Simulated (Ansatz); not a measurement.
Single point in Ansatz 0.2.0 with PBE, no spin polarisation. Cutoff 420 eV, PAW datasets, 7×7×7 Γ-centred k mesh, fermi-dirac filling (width 0.0323 eV).

Computed maps in the lattice plane spanned by a (left to right, 5.84 Å, 18 points from zero) and b (bottom to top, 6.06 Å, 18 points from zero), 61° apart, at height 0.500 along c. The fields are smooth PAW ones with compensation charges, not the true ones near nuclei.

Valence density. Digits on a logarithmic scale: 0 up to 0.03 e/Å³, each further digit a factor of 1.6, 9 from 1.3 e/Å³ up:
```
444456544446999996
643333333346999999
854322222345899999
964322222234699999
975433333334579999
875543333334557899
666996444446996667
557999755557999755
555999955555999955
555799975555799975
676669964444469966
899875543333334557
999997543333333457
999999643222222346
899999854322222345
699999964333333334
469999964444565444
446788764446788764
```

ELF. Ten even steps from '0' (0.05) to '9' (0.69):
```
222222222223699963
322111111223698896
533111111123598389
644311111134469889
754212222212457898
541000344300014555
520341045401430255
621545116611545126
640522504640522504
662154511661154512
555203410454014302
555541000344300014
789875421222221245
698896443111111344
598389532111111133
369889632211111122
236999632222222222
223455432223455432
```

The cell is MgTlIr2. Which atoms lie within 0.2 Å of this plane, and where (fractions of a and b)?

Ir at (0.17, 0.17), Ir at (0.83, 0.83), Mg at (0.75, 0.50), Mg at (0.25, 0.50). The whole cell:
```xyz
8
Lattice="0.0000 0.0000 5.8404 3.7540 -3.7540 2.9202 3.7540 3.7540 -2.9202" Properties=species:S:1:pos:R:3 pbc="T T T"
Tl    0.0000    0.0000    1.4601
Tl    0.0000    0.0000    4.3803
Ir    5.0056    1.2516    2.9202
Ir    2.5024    1.2516    0.0000
Ir    2.5024   -1.2516    2.9202
Ir    5.0056   -1.2516    5.8404
Mg    3.7540    0.0000    4.3803
Mg    3.7540    0.0000    1.4601
```

Origin: a known structure type with other elements, at an estimated volume, so it need not be a known compound. Caveats: atoms or cell far from equilibrium.
